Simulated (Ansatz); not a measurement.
A geometry of SnO2 away from equilibrium: step 17 of the relaxation of a relaxed SnO2 cell, doubled along one cell vector, shaken by Gaussian noise of σ = 0.08 Å a coordinate. All values below come from PBE (plane waves to 420 eV, PAW, scalar-relativistic; Ansatz, an electronic-structure program). Γ-centred k-mesh 7×4×8 on the run's cell (coarser than for final values), Fermi–Dirac smearing 0.05 eV.

```yaml
crystal:
  lattice:
    - [3.36182, -0.00015, -0.38250]
    - [-0.00029, 7.10532, 0.00024]
    - [-0.30644, 0.00010, 3.26538]
  atoms:
    - { symbol: O, position: [0.97600, 0.26222, 0.68734] }
    - { symbol: O, position: [0.97601, 0.76222, 0.68734] }
    - { symbol: O, position: [0.41941, 0.01222, 0.25449] }
    - { symbol: O, position: [0.41942, 0.51223, 0.25449] }
    - { symbol: Sn, position: [0.58661, 0.26224, 0.07179] }
    - { symbol: Sn, position: [0.58662, 0.76224, 0.07179] }
```

Problem. Which atoms carry the largest force, and which way does it point?

Solution. 0.02 eV/Å, on Sn5, Sn6 (atoms numbered as listed); on Sn5 its components are (-0.02, 0.00, 0.01).

Problem. What is the pressure?

Solution. +2.4 GPa, compression positive.

Problem. How far above the relaxed end point is this geometry?

Solution. 0.25 eV/atom; the path ends in C2/m (No. 12) at a tolerance of 0.01 Å, P-3m1 (No. 164) at 0.1 Å.

No spin polarisation in the result. No dispersion correction is included, so spacings between layers, chains or molecules are soft and tend to come out too large.

The end of the path is a generated cell of SnO2: the first start was made by a random draw of sites in a space group, and the end was not matched to a known phase here, so it may be hypothetical. Known forms of SnO2 include space group No. 136.
